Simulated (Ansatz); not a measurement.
Tl₂Sn in Ansatz, settings compared

Launch command:

```bash
ansatz run input.yaml --threads 1 --pin off --max-ram 2560MiB --backend cpu --events-out ev --progress --plain --runs-dir out
```

Input:

```yaml
crystal:
  lattice:
    - [5.359016, 0.0, 0.0]
    - [-2.679508, 4.641048, 0.0]
    - [0.0, 0.0, 6.564881]
  atoms:
    - { symbol: Tl, position: [0.3333, 0.6667, 0.75] }
    - { symbol: Tl, position: [0.6666, 0.3333, 0.25] }
    - { symbol: Sn, position: [0.3333, 0.6667, 0.25] }
    - { symbol: Sn, position: [0.6666, 0.3333, 0.75] }
    - { symbol: Tl, position: [0.0, 0.0, 0.0] }
    - { symbol: Tl, position: [0.0, 0.0, 0.5] }
  symmetry: { tolerance: 0.0003 }
kpoints:
  mp_grid: { grid: [4, 4, 3], shift: [0, 0, 0] }
magnetization:
  spin_polarized: false
scf:
  occupations: { method: methfessel_paxton, width: 0.0259 }
hamiltonian:
  pseudopotentials: { kind: paw }
  xc: r2scan
basis:
  ecutwfc: 500
output:
  forces: true
  stress: true
  eigenvalues: true
```

Origin of the cell: a known structure type with other elements, at an estimated volume, so it need not be a known compound.

Output of this run (shortened):

```
Warning: the atoms were moved onto the symmetric positions of the space group found under crystal.symmetry.tolerance 3.0e-4 (fractional; no operation is sought that the atoms, as they stand i […]
Pseudopotentials: kind: paw
Pseudopotential: Tl, paw, valence charge 13, recommended cutoff 500 eV (meta_gga), Tl.paw.azcp
Pseudopotential: Sn, paw, valence charge 14, recommended cutoff 500 eV (meta_gga), Sn.paw.azcp
Functional definition: r2SCAN
  exchange = r2scan_x(k0 = k0, k1 = k1, a1 = a1)
  correlation = r2scan_c
Crystal: 6 atoms, lattice volume = 163.278 Å³
Basis set: ecut = 500 eV, 4175 PW (Γ), exchange–correlation on 160×160×192 points (64 copies of the dense FFT grid, shifted against one another)
Bands: 48, of which v1, the nominal top of the filled ones, is band 40 counted from 1 (39 counted from 0)
Symmetry: 24 space group operations
[… 8 lines left out …]
Initial density: superposition of atomic densities (neutral atoms: chi_scale 0, normalization atom), corrected by the library's trained network
Functional: x = r2scan, c = r2scan; τ floored in thin density (d = 2e-4 eV/Å³)
SCF iter   1: F=—  HF=-57910.745132 eV  Δρ=8.26e-3  dr2=1.21e-1  dr2_τ=3.13e-2  defer=1
SCF iter   2: F=—  HF=-57910.741794 eV  S|Δr|=    0.00e0  Δρ=2.96e-3  dr2=1.99e-2  dr2_τ=1.79e-3  defer=17
SCF iter   3: F=—  HF=-57910.740695 eV  S|Δr|=    0.00e0  Δρ=8.35e-4  dr2=1.99e-3  dr2_τ=3.11e-5  defer=9
SCF iter   4: F=—  HF=-57910.741243 eV  S|Δr|=    0.00e0  Δρ=1.68e-4  dr2=4.62e-5  dr2_τ=9.06e-7  defer=9
SCF iter   5: F=—  HF=-57910.741339 eV  S|Δr|=    0.00e0  Δρ=4.58e-5  dr2=4.02e-6  dr2_τ=1.58e-7  defer=9
SCF iter   6: F=—  HF=-57910.741343 eV  S|Δr|=    0.00e0  Δρ=1.03e-5  dr2=2.27e-7  dr2_τ=1.61e-8  defer=9
SCF iter   7: F=-57910.741343 eV  HF=-57910.741343 eV  S|Δr|=    0.00e0  Δρ=3.15e-6  dr2=1.41e-8  dr2_τ=2.72e-10
SCF 1 converged in 7 iterations: F = -57910.741343 eV  dr2 = 1.41e-8
SCF converged after 7 iterations
Stability not checked: this state was not tested for a lower state beside it, because cold or Methfessel-Paxton smearing, or corrected tetrahedra, fill the levels in a way that the test cannot read (fill_not_monotonic; […]
Free energy (F): -57910.741343 eV
Harris-Foulkes:  -57910.741343 eV  (|F-HF|=1.61e-8)
Internal energy: -57910.742239 eV  (E = F + TS)
E sigma→0 (E₀):  -57910.741567 eV
Entropy (-TS):   0.000897 eV (0.149 meV/atom)
Fermi energy:    10.623577 eV
--- Per-component energies (eV) ---
  E_band       = -140.804601
  E_kinetic    = 1714.576086
  E_local      = -5078.973508  (includes V_loc(G=0)·N_el)
  E_nonlocal   = 1203.300610
  E_hartree    = 2319.872179
  E_xc         = -1626.864546
  E_vxc        = -839.898315  (∫ρ·V_xc dr)
  E_paw        = -49082.577994  (= ΣΔE_a)
  E_vpaw       = -1841.225344  (= ΣTr[D̂ρ^β])
  E_aug_tail   = 0.000069  (compensation charges beyond the density's cutoff)
  E_vtau       = 61.674211  (kinetic-family band-sum trace: ∫τ·v_τ [+ j·A + Jᵃ·Aᵃ] dr)
  E_ewald      = -7365.704819
  E_core_change = 5.629684  (= ΣΔE_core)
  E_smearing   = 0.000897  (= −TS)
  Σ components = -57910.741343   (vs F -57910.741343, Δ=0.00e0)
[… 2 lines left out …]
  atom   2  Tl    -0.000000    -0.000000     0.000000
  atom   3  Sn     0.000000    -0.000000     0.000000
  atom   4  Sn    -0.000000     0.000000    -0.000000
  atom   5  Tl    -0.000000     0.000000     0.000000
  atom   6  Tl     0.000000     0.000000     0.000000
  max |Σ_I F_I| component: 0.0 eV/Å
--- Stress (GPa, compression-positive) ---
        5.492763       0.000000      -0.000000
        0.000000       5.492763      -0.000000
       -0.000000      -0.000000       1.617133
  P = ⅓ Tr σ = 4.2009 GPa (42.009 kbar)
```

The same input was run again with these changes:

1. `scf.convergence.dr2_threshold` default → 1.0e-06
2. `scf.lower_state_search` default → light
3. `magnetization` { spin_polarized: false } → { spin_polarized: true } (starts: small); `scf.lower_state_search` default → standard; typed moments: Tl1 0.2, Tl2 0.2, Sn3 0.2, Sn4 0.2, Tl5 0.2, Tl6 0.2

```
 run        end  SCF iterations  P (GPa)  max force component (eV/Å)  moment (μB)  ΔE(σ→0) (meV/atom)
base  converged               7     4.20                       0.000            –                   0
   1  converged               6     4.20                       0.000            –                0.00
   2  converged               7     4.20                       0.000            –                0.00
   3  converged              21     4.01                       0.000         0.25               -0.44
```

Energies are compared only where functional, datasets, charge and starting cell are the same.

Caveats of the base run: no spin-orbit coupling, though heavy elements are present; the k mesh is coarse if the cell is a metal.

Run 1: the SCF threshold is loose for forces.

The base run ran for 4.6 s on 1 thread of Intel(R) Xeon(R) 6975P-C (Granite Rapids), with other jobs on the host, peak memory 0.81 GiB, from the program's own first density.
